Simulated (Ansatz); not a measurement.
## TlCrGe$_{3}$: settings compared (Ansatz)

Run with:

```bash
ansatz run input.yaml --threads 1 --pin off --max-ram 2560MiB --backend cpu --events-out ev --progress --plain --runs-dir out
```

Input:

```yaml
crystal:
  lattice:
    - [3.088149, 5.348827, 0.0]
    - [-3.088149, 5.348827, 0.0]
    - [0.0, 0.0, 5.743587]
  atoms:
    - { symbol: Tl, position: [0.3333, 0.3334, 0.75] }
    - { symbol: Tl, position: [0.6666, 0.6667, 0.25] }
    - { symbol: Cr, position: [0.0, 0.0, 0.0] }
    - { symbol: Cr, position: [0.0, 0.0, 0.5] }
    - { symbol: Ge, position: [0.19335, 0.19335, 0.25] }
    - { symbol: Ge, position: [0.80665, 0.3867, 0.75] }
    - { symbol: Ge, position: [0.6133, 0.19335, 0.25] }
    - { symbol: Ge, position: [0.80665, 0.80665, 0.75] }
    - { symbol: Ge, position: [0.19335, 0.6133, 0.25] }
    - { symbol: Ge, position: [0.3867, 0.80665, 0.75] }
  symmetry: { tolerance: 0.0003 }
kpoints:
  mp_grid: { grid: [4, 4, 3], shift: [0, 0, 0] }
magnetization:
  spin_polarized: false
scf:
  occupations: { method: tetrahedron }
hamiltonian:
  pseudopotentials: { kind: paw }
  xc: r2scan
  hubbard:
    projectors: all-electron-ortho-atomic
    sites: [{ species: Cr, l: d, u_eff: 6.05 }]
basis:
  ecutwfc: 500
output:
  forces: true
  stress: true
  eigenvalues: true
```

Origin of the cell: a known structure type with other elements, at an estimated volume, so it need not be a known compound.

Output of this run (shortened):

```
Warning: output.forces, output.stress, relax.cell or npt_langevin: where a Kohn–Sham band that disperses or a degenerate level is filled in part under the method tetrahedron, the forces or th […]
Warning: the atoms were moved onto the symmetric positions of the space group found under crystal.symmetry.tolerance 3.0e-4 (fractional; no operation is sought that the atoms, as they stand i […]
Tl: projections on atomic orbitals take those of the free atom [Xe 4f14] 5d10 6s2 6p1, of charge +0.00 (hamiltonian.pseudopotentials.projection_atoms); the dataset's partial waves leave at mo […]
Cr: projections on atomic orbitals take those of the free atom [Ne] 3s2 3p6 3d5 4s1, of charge +0.00 (hamiltonian.pseudopotentials.projection_atoms); the dataset's partial waves leave at most […]
Ge: projections on atomic orbitals take those of the free atom [Ar] 3d10 4s2 4p2, of charge +0.00 (hamiltonian.pseudopotentials.projection_atoms); the dataset's partial waves leave at most 1. […]
band count auto-derived: 85 (N_el = 138.0; filled up to band 69; 83 by the electrons, moments and atoms)
Pseudopotentials: kind: paw
Pseudopotential: Tl, paw, valence charge 13, recommended cutoff 500 eV (meta_gga), Tl.paw.azcp
Pseudopotential: Cr, paw, valence charge 14, recommended cutoff 500 eV (meta_gga), Cr.paw.azcp
Pseudopotential: Ge, paw, valence charge 14, recommended cutoff 500 eV (meta_gga), Ge.paw.azcp
Functional definition: r2SCAN
[… 17 lines left out …]
Initial density: superposition of atomic densities (chi_scale 0.1, normalization cell, long waves of neutral atoms under a Hubbard term (reshape's long-wave potential 0.01 eV rms, cloud 2.65 Å wide))
Functional: x = r2scan, c = r2scan; τ floored in thin density (d = 2e-4 eV/Å³)
SCF iter   1: F=—  HF=-55481.501661 eV  Δρ=8.39e-2  dr2=1.32e1  dr2_τ=2.60e-1  defer=8
SCF iter   2: F=—  HF=-55483.350126 eV  Δρ=1.50e-1  dr2=7.29e1  dr2_τ=1.39e0  defer=67  recentre
SCF iter   3: F=—  HF=-55480.775272 eV  Δρ=4.25e-2  dr2=3.05e0  dr2_τ=5.67e-2  defer=63
SCF iter   4: F=—  HF=-55481.114834 eV  Δρ=2.73e-2  dr2=1.43e0  dr2_τ=2.14e-2  defer=67
SCF iter   5: F=—  HF=-55482.789412 eV  Δρ=2.35e-2  dr2=1.07e0  dr2_τ=3.81e-2  defer=67
[… 6 lines left out …]
SCF iter  12: F=—  HF=-55484.321843 eV  Δρ=4.31e-4  dr2=3.48e-4  dr2_τ=2.01e-5  defer=66
SCF iter  13: F=—  HF=-55484.321410 eV  Δρ=1.83e-4  dr2=7.49e-5  dr2_τ=2.26e-6  defer=66
SCF iter  14: F=—  HF=-55484.321211 eV  Δρ=2.57e-5  dr2=1.92e-6  dr2_τ=7.39e-8  defer=66
SCF iter  15: F=—  HF=-55484.321158 eV  Δρ=7.99e-6  dr2=1.56e-7  dr2_τ=1.00e-8  defer=66
SCF iter  16: F=-55484.321165 eV  HF=-55484.321165 eV  Δρ=5.01e-6  dr2=5.45e-8  dr2_τ=1.32e-9
SCF 1 converged in 16 iterations: F = -55484.321165 eV  dr2 = 5.45e-8
SCF converged after 16 iterations
Stability not checked: this state was not tested for a lower state beside it, because cold or Methfessel-Paxton smearing, or corrected tetrahedra, fill the levels in a way that the test cannot read (fill_not_monotonic; […]
Free energy (F): -55484.321165 eV
Harris-Foulkes:  -55484.321165 eV  (|F-HF|=4.49e-8)
Internal energy: -55484.319647 eV  (E = F + TS)
E sigma→0 (E₀):  -55484.321165 eV
Entropy (-TS):   -0.001517 eV (-0.152 meV/atom)
Fermi energy:    12.318589 eV
--- Per-component energies (eV) ---
  E_band       = -1115.378056
  E_kinetic    = 2030.348429
  E_local      = -18275.908461  (includes V_loc(G=0)·N_el)
  E_nonlocal   = 3312.897771
  E_hartree    = 7938.404927
  E_xc         = -1129.057017
  E_vxc        = -1124.067612  (∫ρ·V_xc dr)
  E_hubbard    = 7.270109  (on-site DFT+U / exact-exchange correction)
  E_vhub       = -16.086987  (the Hubbard potential's part of the band-sum identity)
  E_paw        = -34987.407181  (= ΣΔE_a)
  E_vpaw       = -2991.915717  (= ΣTr[D̂ρ^β])
  E_aug_tail   = 0.000546  (compensation charges beyond the density's cutoff)
  E_vtau       = 72.562028  (kinetic-family band-sum trace: ∫τ·v_τ [+ j·A + Jᵃ·Aᵃ] dr)
  E_ewald      = -14375.889044
  E_core_change = -4.979727  (= ΣΔE_core)
  E_smearing   = -0.001517  (= −TS)
[… 8 lines left out …]
  atom   7  Ge    -0.635907    -0.367141     0.000000
  atom   8  Ge    -0.000000    -0.734282     0.000000
  atom   9  Ge     0.635907    -0.367141     0.000000
  atom  10  Ge     0.635907     0.367141     0.000000
  max |Σ_I F_I| component: 2.22e-16 eV/Å
--- Stress (GPa, compression-positive) ---
        8.818284       0.000000       0.000000
        0.000000       8.818284       0.000000
        0.000000       0.000000       4.689118
  P = ⅓ Tr σ = 7.4419 GPa (74.419 kbar)
Occupation matrices written to <dir>
```

The same input was run again with these changes:

1. `kpoints.mp_grid.shift` [0, 0, 0] → [0.5, 0.5, 0.5]
2. `hamiltonian.pseudopotentials` { kind: paw } → { kind: paw, source: jth }; `hamiltonian.hubbard` { projectors: all-electron-ortho-atomic, sites: [{ species: Cr, l: d, u_eff: 6.05 }] } → { sites: [{ species: Cr, l: d, u_eff: 1.0 }], double_counting: fll }
3. `basis.xc_grid` default → 1; `scf.occupations.method` tetrahedron → tetrahedron_uncorrected
4. `scf.n_extra_bands` default → 0; `scf.occupations` { method: tetrahedron } → { method: fermi_dirac, width: 0.3 }; `scf.max_iter` default → 80

| run | end | SCF iterations | P (GPa) | max force component (eV/Å) | moment (μB) | ΔE(σ→0) (meV/atom) |
| --- | --- | --- | --- | --- | --- | --- |
| base | converged | 16 | 7.44 | 0.734 | – | 0 |
| 1 | converged | 23 | 7.83 | 0.888 | – | 42.03 |
| 2 | converged | 14 | 2.24 | 0.469 | – | – |
| 3 | converged | 15 | 7.43 | 0.715 | – | 22.42 |
| 4 | input refused | 0 | – | – | – | – |

Energies are compared only where functional, datasets, charge and starting cell are the same.

Caveats of the base run: forces and stress under tetrahedra may miss the slope of the energy; no spin polarisation, so a magnetic state may lie lower; no spin-orbit coupling, though heavy elements are present; the k mesh is coarse if the cell is a metal.

Run 1: the k mesh keeps only part of the crystal's symmetry.
Run 2: the cutoff lies below the datasets' advice.

The base run took 38 s on 1 thread of Arm Neoverse V1, with other jobs on the host, peak memory 1.1 GiB, from the program's own first density.
